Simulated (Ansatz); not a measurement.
All numbers below come from Ansatz 0.2.0, DFT PBE, scalar-relativistic, plane waves, PAW, and for the lanthanide a 4f-in-core norm-conserving potential. Each cell gets a short relaxation within its symmetry: 690 eV, a coarse mesh through Γ, smearing of 0.2 eV, at most 16 steps to 0.08 eV/Å and 0.8 GPa. No spin polarisation. Energies are free energies per atom, good to about 0.1 eV/atom between metallic cells, end volumes are rough, and groups of ends are read at 0.1 Å.

Two unrelaxed guesses for Sr₄TmSi:

A.

Space group Cmmm (No. 65). a = 5.367 Å, b = 6.538 Å, c = 10.795 Å, α = 90.00°, β = 90.00°, γ = 90.00°
```json
{"atom": "Sr", "site": "4f", "symmetry": "..2/m", "x": "0.2500", "y": "0.7500", "z": "0.5000"}
{"atom": "Sr", "site": "4k", "symmetry": "mm2", "x": "0.0000", "y": "0.0000", "z": "0.6982"}
{"atom": "Tm", "site": "2a", "symmetry": "mmm", "x": "0.0000", "y": "0.0000", "z": "0.0000"}
{"atom": "Si", "site": "2d", "symmetry": "mmm", "x": "0.0000", "y": "0.0000", "z": "0.5000"}
```

B.

Space group P4/mmm (No. 123). a = 4.225 Å, b = 4.225 Å, c = 7.282 Å, α = 90.00°, β = 90.00°, γ = 90.00°
| atom | site | symmetry | x | y | z |
| --- | --- | --- | --- | --- | --- |
| Sr | 2f | mmm. | 0.5000 | 0.0000 | 0.0000 |
| Sr | 2g | 4mm | 0.0000 | 0.0000 | 0.2770 |
| Tm | 1d | 4/mmm | 0.5000 | 0.5000 | 0.5000 |
| Si | 1a | 4/mmm | 0.0000 | 0.0000 | 0.0000 |

Problem. Which is lower as given, and which after relaxing?

Solution. As given, A is lower by 0.28 eV/atom. Relaxed, B is lower by 0.37 eV/atom, so the order turns round. A goes from Cmmm at 31.6 Å³/atom to Cmmm at 77.4 Å³/atom and gains 3.60 eV/atom. B goes from P4/mmm at 21.7 Å³/atom to P4/mmm at 55.3 Å³/atom and gains 4.26 eV/atom. The closest pair in A goes from Sr–Si at 2.11 Å to Sr–Si at 2.95 Å. The closest pair in B goes from Sr–Si at 2.02 Å to Sr–Si at 2.93 Å. At the end: counting Sr or Tm atoms around Si (for each partner element, those within 1.25 times its shortest distance or 1.15 times the sum of covalent radii, where it is the nearest in units of that sum or under 1.3), A and B both have Si 6. The lowest end among all the guesses of this search lies 0.26 eV/atom under the better of the two.

The lanthanide is trivalent by construction, without f bands, f moments or other valences.
